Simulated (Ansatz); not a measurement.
An Ansatz input:

```yaml
crystal:
  lattice:
    - [2.4327818462, 0.0, 0.0]
    - [-1.2163909231, 2.1068508807, 0.0]
    - [0.0, 0.0, 7.8384819158]
  atoms:
    - { symbol: Mn, position: [1.0, 1.0, 1.0], spin: 3.0 }
    - { symbol: Mn, position: [1.0, 0.0, 0.5], spin: 3.0 }
    - { symbol: Mn, position: [0.3333333333, 0.6666666667, 0.25], spin: 3.0 }
    - { symbol: Mn, position: [0.6666666667, 0.3333333333, 0.75], spin: 3.0 }
hamiltonian:
  xc: lda
  pseudopotentials:
    kind: paw
    azcp:
      Mn: "pseudopotentials/Mn.paw.azcp"
basis:
  ecutwfc: 420
  fft_grid_basis: typed
kpoints:
  mp_grid: { grid: [19, 19, 6], shift: [0, 0, 0] }
magnetization:
  spin_polarized: true
scf:
  occupations: { method: fermi_dirac, width: 0.05 }
```

Output

```
Warning: the record states the generating functional pbe (its physics header spells it `PBE`), which answers neither for hamiltonian.xc's functional nor for the lda family's — results may be inconsistent (PPs are generated against a specific XC)
Engine: ansatz 0.2.0, x86_64-unknown-linux-gnu
Pseudopotentials: kind: paw
Pseudopotential: Mn, paw, valence charge 15, recommended cutoff 420 eV (normal) 
Functional definition: SPW92
  exchange = slater_x
  correlation = pw_c
Crystal: 4 atoms, lattice volume = 40.176 Å³
Basis set: ecut = 420 eV, 753 PW (Γ)
Bands: 44, of which v1, the nominal top of the filled ones, is band 30 counted from 1 (29 counted from 0)
Symmetry: 24 space group operations
Space group: P63/mmc (ITA 194), of the structure as read, at distance tolerance 3.4e-5 Å
Magnetic group: BNS 194.263 (UNI 1493), of the structure as read, at distance tolerance 3.4e-5 Å
k-points: 160 of 2166
Non-local potential: Mn, projectors of the file, l = 0: 3, l = 1: 2, l = 2: 3, l = 3: 1
PAW form: soft (Blöchl's): semilocal exchange-correlation on the pseudo side does not see the compensation charge
PAW frozen core: Mn, regenerated for the run's functional, and the local potential with it (the file was generated under x = pbe(κ = 0.804, μ = 0.2195149727645171), c = pbe(β = 0.06672455060314922))
PAW one-centre angular grid: Mn, 590 points (default); XC on 64 Gauss nodes
Initial density: superposition of atomic densities (chi_scale 0.1, normalization cell)
Starting moments: Σ|m| = 12 μB on 4 of 4 sites
Initial wavefunctions: pseudopotential atomic-orbital guess
Functional: x = slater, c = lda
SCF iter   1: F=—  HF=-15373.505475 eV  |F-HF|=—  |Δ(HF+E_count)|=         —  Δρ=4.14e-1 (↑4.14e-1 ↓2.16e-1)  dr2=1.42e1  dr2_m=3.53e1  M=0.724 μB ∫|m|=0.741 μB  β_m=0.30  ethr=3.10e-3  ⟨swp⟩=5.4  Hψ=45197  notcnv=0  defer=43
Mixer restart at iter 1: flushing history
SCF iter   2: F=—  HF=-15364.341757 eV  |F-HF|=—  |Δ(HF+E_count)|=    9.16e0  Δρ=2.49e-1 (↑2.49e-1 ↓1.79e-1)  dr2=2.15e0  dr2_m=1.67e1  M=0.908 μB ∫|m|=0.911 μB  β_m=0.56  ethr=3.10e-3  ⟨swp⟩=3.4  Hψ=29995  notcnv=0  defer=1424
SCF iter   3: F=—  HF=-15365.820066 eV  |F-HF|=—  |Δ(HF+E_count)|=    1.48e0  Δρ=1.00e-1 (↑1.00e-1 ↓2.50e-2)  dr2=2.48e0  dr2_m=1.11e0  M=0.303 μB ∫|m|=0.303 μB  β_m=0.51  ethr=3.10e-3  ⟨swp⟩=3.5  Hψ=25842  notcnv=0  defer=1397
SCF iter   4: F=—  HF=-15365.238456 eV  |F-HF|=—  |Δ(HF+E_count)|=   5.82e-1  Δρ=2.11e-2 (↑1.13e-2 ↓2.11e-2)  dr2=2.52e-1  dr2_m=3.35e-2  M=0.108 μB ∫|m|=0.109 μB  β_m=0.52  ethr=3.10e-3  ⟨swp⟩=3.3  Hψ=26862  notcnv=0  defer=1418
SCF iter   5: F=—  HF=-15365.313504 eV  |F-HF|=—  |Δ(HF+E_count)|=   7.50e-2  Δρ=1.40e-2 (↑8.94e-3 ↓1.40e-2)  dr2=1.79e-1  dr2_m=4.83e-3  M=0.062 μB ∫|m|=0.072 μB  β_m=0.50  ethr=4.20e-4  ⟨swp⟩=3.3  Hψ=23061  notcnv=0  defer=1406
SCF iter   6: F=—  HF=-15365.352903 eV  |F-HF|=—  |Δ(HF+E_count)|=   3.94e-2  Δρ=5.72e-3 (↑5.72e-3 ↓3.97e-3)  dr2=1.08e-2  dr2_m=6.71e-3  M=-0.017 μB ∫|m|=0.032 μB  β_m=0.59  ethr=2.98e-4  ⟨swp⟩=3.0  Hψ=24229  notcnv=0  defer=1376
SCF iter   7: F=—  HF=-15365.348509 eV  |F-HF|=—  |Δ(HF+E_count)|=   4.39e-3  Δρ=8.17e-4 (↑8.17e-4 ↓3.86e-4)  dr2=1.85e-4  dr2_m=9.58e-5  M=-0.002 μB ∫|m|=0.024 μB  β_m=0.70  ethr=1.80e-5  ⟨swp⟩=2.0  Hψ=17397  notcnv=0  defer=1371
SCF iter   8: F=—  HF=-15365.348399 eV  |F-HF|=—  |Δ(HF+E_count)|=   1.10e-4  Δρ=5.01e-4 (↑3.95e-4 ↓5.01e-4)  dr2=8.45e-6  dr2_m=7.14e-5  M=0.001 μB ∫|m|=0.013 μB  β_m=0.85  ethr=3.09e-7  ⟨swp⟩=2.3  Hψ=24410  notcnv=0  defer=1371
SCF iter   9: F=—  HF=-15365.348394 eV  |F-HF|=—  |Δ(HF+E_count)|=   4.57e-6  Δρ=2.96e-4 (↑2.96e-4 ↓1.33e-4)  dr2=2.13e-5  dr2_m=1.20e-5  M=0.000 μB ∫|m|=0.006 μB  β_m=0.93  ethr=1.41e-8  ⟨swp⟩=2.0  Hψ=23681  notcnv=0  defer=1371
SCF iter  10: F=—  HF=-15365.348388 eV  |F-HF|=—  |Δ(HF+E_count)|=   6.15e-6  Δρ=5.17e-5 (↑3.53e-5 ↓5.17e-5)  dr2=3.09e-6  dr2_m=3.82e-7  M=-0.000 μB ∫|m|=0.001 μB  β_m=0.80  ethr=1.41e-8  ⟨swp⟩=2.0  Hψ=21027  notcnv=0  defer=1371
SCF iter  11: F=—  HF=-15365.348388 eV  |F-HF|=—  |Δ(HF+E_count)|=   4.19e-7  Δρ=1.62e-5 (↑6.56e-6 ↓1.62e-5)  dr2=2.18e-7  dr2_m=1.27e-8  M=-0.000 μB ∫|m|=0.000 μB  β_m=0.78  ethr=5.14e-9  ⟨swp⟩=2.1  Hψ=16666  notcnv=0  defer=1371
SCF iter  12: F=—  HF=-15365.348388 eV  |F-HF|=—  |Δ(HF+E_count)|=  2.60e-10  Δρ=7.11e-6 (↑2.13e-6 ↓7.11e-6)  dr2=2.89e-8  dr2_m=3.25e-9  M=-0.000 μB ∫|m|=0.000 μB  β_m=0.72  ethr=3.63e-10  ⟨swp⟩=1.3  Hψ=14542  notcnv=0  defer=1371
SCF iter  13: F=—  HF=-15365.348388 eV  |F-HF|=—  |Δ(HF+E_count)|=   1.81e-9  Δρ=4.59e-6 (↑4.59e-6 ↓3.10e-6)  dr2=1.84e-8  dr2_m=5.90e-10  M=0.000 μB ∫|m|=0.000 μB  β_m=0.53  ethr=4.81e-11  ⟨swp⟩=2.4  Hψ=22702  notcnv=0  defer=1371
SCF iter  14: F=-15365.348388 eV  HF=-15365.348388 eV  |F-HF|=1.19e-8  |Δ(HF+E_count)|=   3.33e-9  Δρ=2.87e-6 (↑2.87e-6 ↓2.25e-6)  dr2=1.23e-8  dr2_m=4.36e-11  M=0.000 μB ∫|m|=0.000 μB  ethr=3.07e-11  ⟨swp⟩=1.4  Hψ=29759  notcnv=0
SCF 1 converged in 14 iterations: F = -15365.348388 eV  dr2 = 1.23e-8
WARN: the starting moments were not kept: the SCF closed with an absolute magnetisation of 5.9e-5 μB, where they sum to 12 μB in size (4 sites). That is at most 0.1 of that sum. Measured as dr2_m measures the in/out step, that magnetisation stands 1.2e-9 eV from none, at or under the dr2_threshold of 1.0e-7 eV: it is no larger than a step whose dr2_m would equal this threshold. The system may hold no moment; this SCF shows only that its start led to no more than that. To try another start: raise the starting moments (crystal.atoms[].spin, magnetization.per_species, magnetization.initial_magnetization, or on a non-collinear deck that types none of these the spinor_matrix: blocks that start its atoms; where the total moment is fixed, keep their sum and leave initial_magnetization as it is; typed ones take the place of any that the run laid by itself, positive ones on a crystal's lanthanoids without a Hubbard term where scf.initial_density.shell_occupations: [] is typed) or, if the notice of its spin-set hold's release reads "site moments contracting" or "site moments show no strong build", lengthen the hold (scf.mixing.spin_hold: { on: { confirm: 4 } }; for m-r²SCAN on two components see the key's manual first). Each may lead to a state that holds a moment. A second SCF, from the converged charge density, with the starting moments and any scf.initial_density.shell_occupations laid on it anew, would have followed, and was not run: the deck does not ask for one (magnetization.retry_lost_moments is false, the default). To let it run, set magnetization.retry_lost_moments: true and run the deck again, where that key's refused combinations let it; where memory then withholds it, that run's warning says so.
SCF converged after 14 iterations
Magnetization: 0.0000 μB (30.0000 up, 30.0000 down)
Absolute magnetization: 0.0001 μB (∫|ρ↑−ρ↓|, with the PAW one-centre terms)
Spin contamination: 0.0000 ħ² per cell (⟨S²⟩ above its minimum at these occupations)
Per-site moments (μB) at R_I (Å): [(1.4223340637077272e-5, 0.9945375506380874), (1.4223340637019443e-5, 0.9945375506380874), (-1.4053122077594352e-5, 0.9945375506380874), (-1.4053122077695592e-5, 0.9945375506380874)]
Free energy (F): -15365.348388 eV
Harris-Foulkes:  -15365.348388 eV  (|F-HF|=1.19e-8)
Internal energy: -15365.309721 eV  (E = F + TS)
E sigma→0 (E₀):  -15365.329054 eV
Entropy (-TS):   -0.038667 eV (-9.667 meV/atom)
Fermi energy:    21.533002 eV
--- Per-component energies (eV) ---
  E_band       = -544.006155
  E_kinetic    = 1245.115883
  E_local      = -5980.134949  (includes V_loc(G=0)·N_el)
  E_nonlocal   = 962.596571
  E_hartree    = 2499.071140
  E_xc         = -464.986555
  E_vxc        = -598.661899  (∫ρ·V_xc dr)
  E_paw        = -4954.626658  (= ΣΔE_a)
  E_vpaw       = -1171.060670  (= ΣTr[D̂ρ^β])
  E_aug_tail   = -0.000040  (compensation charges beyond the density's cutoff)
  E_ewald      = -8673.880925
  E_core_change = 1.535812  (= ΣΔE_core)
  E_smearing   = -0.038667  (= −TS)
  E_closure    = 0.000000  (closes the sum)
  Σ components = -15365.348388   (vs F -15365.348388, Δ=0.00e0)
```
